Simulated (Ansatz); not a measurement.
CdWO4:
```
CdWO4
1.0
    5.01290     0.00000     0.00000
    0.00000     5.89668     0.00000
   -0.10393     0.00000     5.05619
Cd W O
2 2 8
Direct
  0.50000   0.69040   0.75000
  0.50000   0.30960   0.25000
  0.00000   0.17639   0.75000
  0.00000   0.82361   0.25000
  0.79859   0.09621   0.05324
  0.20141   0.90379   0.94676
  0.20141   0.09621   0.44676
  0.79859   0.90379   0.55324
  0.75628   0.36887   0.61526
  0.24372   0.63113   0.38474
  0.24372   0.36887   0.88474
  0.75628   0.63113   0.11526
```

Plane-wave PAW PBEsol (Ansatz code) gives a gap of 2.92 eV without spin–orbit coupling, maximum off the standard path, at k = (0.188, -0.500, 0.427), minimum off the standard path, at k = (-0.083, -0.500, 0.214).

Problem. What happens when spin–orbit coupling is switched on?

Solution. The gap falls by 0.02 eV, to 2.90 eV; maximum off the standard path, at k = (0.188, -0.500, 0.427), minimum off the standard path, at k = (-0.089, -0.500, 0.219).

Problem. Give the electron effective mass with spin–orbit coupling.

Solution. 0.95, 2.2, 2.4 mₑ (principal values).

Problem. Give the hole effective mass with spin–orbit coupling.

Solution. 0.47, 2.1, 2.9 mₑ (principal values).

Space group P2/c. The workflow started from a Materials Project entry (that database holds measured and hypothetical structures alike); the Crystallography Open Database files this formula in space group No. 13, but the cells were not matched. Whether it is the stable phase at ambient conditions was not checked. Symmetry was held in the PBEsol relaxation; of distortions, only those at the zone centre were tested. The run is not spin-polarised. No Hubbard U is applied.

Potentials: the later of the program's two PAW sets.
